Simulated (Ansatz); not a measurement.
## Ta2N under strain

The calculation used DFT r2SCAN, scalar-relativistic, plane waves, PAW in Ansatz 0.2.0. Settings: 500 eV cutoff, 12×12×8 k-mesh, Gaussian smearing of 0.10 eV, no spin polarisation.

Reference structure (relaxed):

```
Ta N
1.0
     5.29092    0.00000    0.00000
    -2.64546    4.58207    0.00000
     0.00000    0.00000    4.93032
Ta N
6 3
Direct
  0.66675 0.66675 0.75334
  0.00000 0.33325 0.75334
  0.33325 0.00000 0.75334
  0.33325 0.33325 0.24666
  0.00000 0.66675 0.24666
  0.66675 0.00000 0.24666
  0.66667 0.33333 0.50000
  0.33333 0.66667 0.50000
  0.00000 0.00000 0.00000
```

Deformation: all cell vectors scaled alike, the atoms relaxed, all within the symmetry that the strain leaves. Energies are extrapolated to zero smearing. Stress is positive in compression, on the Cartesian axes of the cell above.

A cell with an odd number of electrons and no spin polarisation is a metal by construction and may be lower with spin. Spin–orbit coupling is left out, which can shift energies with elements as heavy as these.

```tsv
strain (%)	ΔE (meV/atom)	a (Å)	b (Å)	c (Å)	σxx (GPa)	σyy (GPa)	σzz (GPa)
-2.0	47.9	5.185	5.185	4.832	20.51	20.51	21.22
-1.0	11.6	5.238	5.238	4.881	9.57	9.57	9.90
+0.0	0.0	5.291	5.291	4.930	0.00	0.00	0.00
+1.0	10.9	5.344	5.344	4.980	-8.34	-8.34	-8.62
+2.0	42.2	5.397	5.397	5.029	-15.59	-15.59	-16.10
```

Cost: 5 runs of about 15 core-minutes in all, on Oxide Virtual Turin-like Processor (Zen 5) (shared hosts).